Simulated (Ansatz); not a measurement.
All numbers below come from DFT PBEsol, scalar-relativistic, plane waves, PAW in Ansatz.

Structure of In$_{2}$Sb:

```
CELL_PARAMETERS angstrom
5.33333 0.00000 0.00000
-2.66667 4.61880 0.00000
0.00000 0.00000 6.39285
ATOMIC_POSITIONS crystal
In 0.66667 0.33333 0.25000
In 0.33333 0.66667 0.75000
In 0.00000 0.00000 0.50000
In 0.00000 0.00000 0.00000
Sb 0.66667 0.33333 0.75000
Sb 0.33333 0.66667 0.25000
```

Plane waves to 420 eV, a k mesh through Γ of 12×12×6 on the computed 6-atom cell and Gaussian smearing (0.10 eV); no spin polarisation.

Levels along Γ–M–K–Γ–A–L–H–A | L–M | H–K, in eV from the Fermi level, sorted by energy at each point. Points in fractions of the primitive reciprocal vectors: Γ (0.000 0.000 0.000), M (0.500 0.000 0.000), K (0.333 0.333 0.000), A (0.000 0.000 0.500), L (0.500 0.000 0.500), H (0.333 0.333 0.500).
```
point k (1/Å, with 2π) band 40  band 41  band 42  band 43  band 44  band 45  band 46
    Γ             0.000    -1.28    -0.74    -0.27    -0.27     0.27     0.51     2.24
    -             0.097    -1.55    -0.80    -0.25     0.05     0.10     0.39     2.17
    -             0.194    -1.02    -0.83    -0.41    -0.10    -0.06     1.05     2.00
    -             0.291    -1.34    -0.78    -0.67     0.34     0.36     1.80     2.00
    -             0.389    -1.37    -0.99    -0.56     1.01     1.23     1.63     3.06
    -             0.486    -1.46    -1.14     0.10     1.49     1.80     2.09     4.11
    -             0.583    -1.54    -1.22     0.94     1.41     2.61     2.67     3.53
    M             0.680    -1.56    -1.25     1.38     1.61     2.22     3.53     3.58
    -             0.736    -1.34    -1.09     1.48     1.51     2.08     3.42     3.65
    -             0.792    -1.56    -0.56     1.27     1.74     1.76     3.31     3.77
    -             0.849    -1.86    -0.02     0.95     1.38     2.10     3.16     3.75
    -             0.905    -2.20     0.52     0.60     1.01     2.52     2.98     3.55
    -             0.961    -1.64     0.25     0.55     1.16     2.77     2.95     3.27
    -             1.017    -1.02    -0.08     0.19     1.66     2.59     2.96     3.35
    K             1.073    -0.61    -0.17    -0.17     1.91     2.65     2.65     3.69
    -             1.185    -1.10    -0.81     1.05     1.52     2.10     3.15     3.50
    -             1.297    -1.62    -1.35     1.01     1.33     2.69     2.71     3.35
    -             1.409    -1.86    -1.71     0.54     0.76     2.25     2.33     3.09
    -             1.522    -1.48    -1.26     0.09     0.12     1.16     2.04     2.11
    -             1.634    -1.08    -0.68    -0.61    -0.25     0.42     1.11     2.06
    -             1.746    -1.48    -0.82    -0.28    -0.02     0.25     0.32     2.16
    Γ             1.858    -1.28    -0.74    -0.27    -0.27     0.27     0.51     2.24
    -             1.929    -1.52    -0.44    -0.30    -0.30    -0.14     0.98     1.85
    -             1.999    -1.86    -0.60    -0.39    -0.39     0.07     1.37     1.37
    -             2.069    -1.88    -1.00    -0.51    -0.51     0.58     0.93     0.93
    -             2.139    -1.83    -1.33    -0.60    -0.60     0.52     0.52     0.87
    -             2.209    -1.83    -1.53    -0.64    -0.64     0.16     0.16     0.49
    -             2.280    -1.88    -1.41    -0.57    -0.57    -0.19    -0.15    -0.15
    A             2.350    -1.99    -0.87    -0.87    -0.40    -0.40    -0.40    -0.40
    -             2.447    -1.94    -0.82    -0.82    -0.20    -0.20     0.05     0.05
    -             2.544    -1.74    -0.59    -0.59     0.28     0.28     0.94     0.94
    -             2.641    -1.46    -0.17    -0.17     0.89     0.89     1.90     1.90
    -             2.738    -1.14     0.39     0.39     1.57     1.57     2.19     2.19
    -             2.836    -0.80     0.93     0.93     1.91     1.91     2.29     2.29
    -             2.933    -0.47     0.96     0.96     2.20     2.20     2.97     2.97
    L             3.030    -0.30     0.81     0.81     2.71     2.71     3.08     3.08
    -             3.086    -0.29     0.81     0.81     2.49     2.49     2.93     2.93
    -             3.142    -0.28     0.84     0.84     2.08     2.08     2.69     2.69
    -             3.198    -0.26     0.87     0.87     1.65     1.65     2.43     2.43
    -             3.254    -0.23     0.89     0.89     1.27     1.27     2.18     2.18
    -             3.310    -0.23     0.74     0.74     1.06     1.06     1.98     1.98
    -             3.366    -0.25     0.44     0.44     1.03     1.03     1.87     1.87
    H             3.423    -0.32     0.26     0.26     1.03     1.03     1.84     1.84
    -             3.535    -0.59     0.50     0.50     1.16     1.16     1.98     1.98
    -             3.647    -0.96     0.28     0.28     1.55     1.55     2.43     2.43
    -             3.759    -1.32    -0.07    -0.07     1.88     1.88     2.91     2.91
    -             3.871    -1.62    -0.40    -0.40     1.54     1.54     2.23     2.23
    -             3.984    -1.84    -0.65    -0.65     0.63     0.63     1.18     1.18
    -             4.096    -1.97    -0.82    -0.82    -0.11    -0.11     0.16     0.16
    A             4.208    -1.99    -0.87    -0.87    -0.40    -0.40    -0.40    -0.40
    L             4.208    -0.30     0.81     0.81     2.71     2.71     3.08     3.08
    -             4.278    -0.51     1.09     1.13     2.36     2.80     2.83     3.07
    -             4.348    -1.05     1.42     1.58     1.94     2.66     2.76     3.06
    -             4.419    -1.60     1.00     1.58     2.40     2.51     2.52     3.46
    -             4.489    -2.04     0.34     1.63     2.03     2.39     3.04     3.63
    -             4.559    -1.83    -0.29     1.63     1.70     2.30     3.34     3.61
    -             4.629    -1.64    -0.87     1.47     1.61     2.24     3.48     3.58
    M             4.699    -1.56    -1.25     1.38     1.61     2.22     3.53     3.58
    H             4.699    -0.32     0.26     0.26     1.03     1.03     1.84     1.84
    -             4.770    -0.33     0.51     0.51     0.81     0.81     2.10     2.19
    -             4.840    -0.38     0.49     0.49     0.90     0.90     1.82     2.85
    -             4.910    -0.45     0.24     0.24     1.30     1.30     1.73     3.59
    -             4.980    -0.51     0.06     0.06     1.71     1.71     1.76     4.28
    -             5.050    -0.56    -0.07    -0.07     1.83     2.11     2.11     4.21
    -             5.121    -0.60    -0.14    -0.14     1.89     2.47     2.47     3.86
    K             5.191    -0.61    -0.17    -0.17     1.91     2.65     2.65     3.69
```

Spin-orbit coupling is left out, which matters for the bands of heavy elements.